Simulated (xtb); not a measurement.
xtb single point, GFN2-xTB, GBSA implicit dimethyl sulfoxide, on hexachlorodisilane, Si2Cl6 (SMILES Cl[Si](Cl)(Cl)[Si](Cl)(Cl)Cl), charge 0, multiplicity 1.

```
xtb m.xyz --gfn 2 --chrg 0 --uhf 0 --norestart --sp --gbsa dmso

8

Cl    -1.881377     1.741065     0.736528
Si    -1.169755     0.001916     0.000665
Cl    -1.881272    -0.230435    -1.873439
Cl    -1.881343    -1.504985     1.138823
Si     1.169646     0.001905     0.000642
Cl     1.881377     1.502782    -1.145381
Cl     1.881347     0.243979     1.873439
Cl     1.881376    -1.741065    -0.726019
```

The program's output:

```

          ...................................................
          :                      SETUP                      :
          :.................................................:
          :  # basis functions                  80          :
          :  # atomic orbitals                  72          :
          :  # shells                           24          :
          :  # electrons                        50          :
          :  max. iterations                   250          :
          :  Hamiltonian                  GFN2-xTB          :
          :  restarted?                      false          :
          :  GBSA solvation                   true          :
          :  PC potential                    false          :
          :  electronic temp.          300.0000000     K    :
          :  accuracy                    1.0000000          :
          :  -> integral cutoff          0.2500000E+02      :
          :  -> integral neglect         0.1000000E-07      :
          :  -> SCF convergence          0.1000000E-05 Eh   :
          :  -> wf. convergence          0.1000000E-03 e    :
          :  Broyden damping             0.4000000          :
          :  net charge                          0          :
          :  unpaired electrons                  0          :
          ...................................................

 iter      E             dE          RMSdq      gap      omega  full diag
   1    -30.8982239 -0.308982E+02  0.723E+00    5.48       0.0  T
   2    -31.0214339 -0.123210E+00  0.542E+00    4.60       1.0  T
   3    -31.0673579 -0.459240E-01  0.247E+00    4.98       1.0  T
   4    -31.0542728  0.130851E-01  0.227E+00    4.73       1.0  T
   5    -31.0717740 -0.175012E-01  0.569E-01    4.90       1.0  T
   6    -31.0716666  0.107456E-03  0.174E-01    4.93       1.0  T
   7    -31.0716229  0.436291E-04  0.236E-01    4.94       1.0  T
   8    -31.0718565 -0.233611E-03  0.397E-02    4.92       1.0  T
   9    -31.0718627 -0.616663E-05  0.146E-02    4.92       2.4  T
  10    -31.0718630 -0.329610E-06  0.817E-03    4.92       4.3  T
  11    -31.0718628  0.257701E-06  0.116E-02    4.92       3.0  T
  12    -31.0718634 -0.649342E-06  0.150E-03    4.92      23.6  T
  13    -31.0718634 -0.116396E-07  0.554E-04    4.92      63.8  T
  14    -31.0718634 -0.662542E-09  0.203E-04    4.92     174.2  T

   *** convergence criteria satisfied after 14 iterations ***

         #    Occupation            Energy/Eh            Energy/eV
      -------------------------------------------------------------
         1        2.0000           -1.0969648             -29.8499
       ...           ...                  ...                  ...
        19        2.0000           -0.4558654             -12.4047
        20        2.0000           -0.4558642             -12.4047
        21        2.0000           -0.4540528             -12.3554
        22        2.0000           -0.4540515             -12.3554
        23        2.0000           -0.4520063             -12.2997
        24        2.0000           -0.4516924             -12.2912
        25        2.0000           -0.4176447             -11.3647 (HOMO)
        26                         -0.2369167              -6.4468 (LUMO)
        27                         -0.2369149              -6.4468
        28                         -0.1873034              -5.0968
        29                         -0.1777977              -4.8381
        30                         -0.1719510              -4.6790
       ...                                ...                  ...
        72                          0.7986387              21.7321
      -------------------------------------------------------------
                  HL-Gap            0.1807280 Eh            4.9179 eV
             Fermi-level           -0.3272807 Eh           -8.9058 eV


         :::::::::::::::::::::::::::::::::::::::::::::::::::::
         ::                     SUMMARY                     ::
         :::::::::::::::::::::::::::::::::::::::::::::::::::::
         :: total energy             -31.025022642171 Eh    ::
         :: total w/o Gsasa/hb       -31.013858031203 Eh    ::
         :: gradient norm              0.003086000568 Eh/a0 ::
         :: HOMO-LUMO gap              4.917859673846 eV    ::
         ::.................................................::
         :: SCC energy               -31.071814155339 Eh    ::
         :: -> isotropic ES            0.049548269390 Eh    ::
         :: -> anisotropic ES          0.001207034642 Eh    ::
         :: -> anisotropic XC         -0.000526557790 Eh    ::
         :: -> dispersion             -0.015179689044 Eh    ::
         :: -> Gsolv                  -0.012833470947 Eh    ::
         ::    -> Gelec               -0.001668859979 Eh    ::
         ::    -> Gsasa               -0.016326349113 Eh    ::
         ::    -> Ghb                  0.000000000000 Eh    ::
         ::    -> Gshift               0.005161738145 Eh    ::
[... lines cut ...]
        26                         -0.2369167              -6.4468 (LUMO)
        27                         -0.2369149              -6.4468
        28                         -0.1873034              -5.0968
        29                         -0.1777977              -4.8381
        30                         -0.1719510              -4.6790
        31                         -0.1719434              -4.6788
        32                         -0.1266081              -3.4452
        33                         -0.0572920              -1.5590
        34                         -0.0572873              -1.5589
        35                         -0.0319716              -0.8700
        36                         -0.0319704              -0.8700
       ...                                ...                  ...
        72                          0.7986387              21.7321
      -------------------------------------------------------------
                  HL-Gap            0.1807280 Eh            4.9179 eV
             Fermi-level           -0.3272807 Eh           -8.9058 eV

     #   Z          covCN         q      C6AA      α(0)
     1  17 Cl       0.815    -0.169   104.338    15.626
     2  14 Si       3.346     0.506   112.737    21.218
     3  17 Cl       0.815    -0.169   104.339    15.626
     4  17 Cl       0.815    -0.169   104.338    15.626
     5  14 Si       3.346     0.506   112.737    21.218
     6  17 Cl       0.815    -0.169   104.339    15.626
     7  17 Cl       0.815    -0.169   104.339    15.626
     8  17 Cl       0.815    -0.169   104.339    15.626

 Mol. C6AA /au·bohr⁶  :       6725.233819
 Mol. C8AA /au·bohr⁸  :     326537.789381
 Mol. α(0) /au        :        136.192902

Wiberg/Mayer (AO) data.
largest (>0.10) Wiberg bond orders for each atom

 ---------------------------------------------------------------------------
     #   Z sym  total        # sym  WBO       # sym  WBO       # sym  WBO
 ---------------------------------------------------------------------------
     1  17 Cl   1.308 --     2 Si   1.163
     2  14 Si   4.270 --     1 Cl   1.163     4 Cl   1.163     3 Cl   1.163
                             5 Si   0.682
     3  17 Cl   1.308 --     2 Si   1.163
     4  17 Cl   1.308 --     2 Si   1.163
     5  14 Si   4.270 --     8 Cl   1.163     7 Cl   1.163     6 Cl   1.163
                             2 Si   0.682
     6  17 Cl   1.308 --     5 Si   1.163
     7  17 Cl   1.308 --     5 Si   1.163
     8  17 Cl   1.308 --     5 Si   1.163
 ---------------------------------------------------------------------------


molecular dipole:
                 x           y           z       tot (Debye)
 q only:       -0.000       0.000       0.000
   full:       -0.000       0.000      -0.000       0.001
molecular quadrupole (traceless):
                xx          xy          yy          xz          yz          zz
 q only:       -1.402      -0.000       0.701      -0.000       0.000       0.701
  q+dip:        0.805      -0.000      -0.402      -0.001       0.000      -0.403
   full:        1.255      -0.000      -0.627      -0.001       0.000      -0.628

           -------------------------------------------------
          | TOTAL ENERGY              -31.025022642171 Eh   |
          | GRADIENT NORM               0.003086000568 Eh/α |
          | HOMO-LUMO GAP               4.917859673846 eV   |
           -------------------------------------------------
```

The total energy is -844.23 eV, -0.35 eV from the same level's vacuum run.
